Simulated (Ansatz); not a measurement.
Here is the system:

Ga2O3:
```
Ga2O3
1.0
   10.68371     0.00000     0.00000
    0.00000     3.02208     0.00000
    0.00000     0.00000     9.78170
Ga O
8 12
Direct
  0.92364   0.25000   0.09104
  0.42364   0.25000   0.40896
  0.07636   0.75000   0.90896
  0.57636   0.75000   0.59104
  0.57257   0.25000   0.90869
  0.07257   0.25000   0.59131
  0.42743   0.75000   0.09131
  0.92743   0.75000   0.40869
  0.40715   0.25000   0.22602
  0.90715   0.25000   0.27398
  0.59285   0.75000   0.77398
  0.09285   0.75000   0.72602
  0.39709   0.25000   0.96736
  0.89709   0.25000   0.53264
  0.60291   0.75000   0.03264
  0.10291   0.75000   0.46736
  0.60314   0.25000   0.48546
  0.10314   0.25000   0.01454
  0.39686   0.75000   0.51454
  0.89686   0.75000   0.98546
```

This is the PBE-relaxed structure. Tensor components refer to the Cartesian frame of this cell.

### Question
All from PBE (plane waves, PAW; program Ansatz), unless another level is named. Predict the HSE06 gap on the PBE cell.

### Answer
3.31 eV.

### Question
Next, the smallest direct gap on the standard path?

### Answer
1.90 eV.

### Question
Predict the band gap.

### Answer
1.79 eV (indirect).

### Question
Predict the valence-band maximum.

### Answer
on the Y–Γ line, 64 % of the way from Y (k = 0.000, 0.182, 0.000).

### Question
Predict the weight of the conduction-edge state by species (Voronoi cells).

### Answer
O 58 %, Ga 42 %.

Space group Pnma. The cell is a constructed one: a structure type filled with these elements; neither database checked (COD, Materials Project) lists it. It is not the phase usual at ambient conditions (space group No. 12, 167). The PBE relaxation kept the symmetry of its start; whether a distortion lowers the energy is not shown. A crystal of weakly bound layers computed without a dispersion correction: the cell and the soft elastic constants depend strongly on that. Scalar-relativistic: spin–orbit coupling is off unless named, which matters more the heavier the elements.

Potentials: the later of the program's two PAW sets.
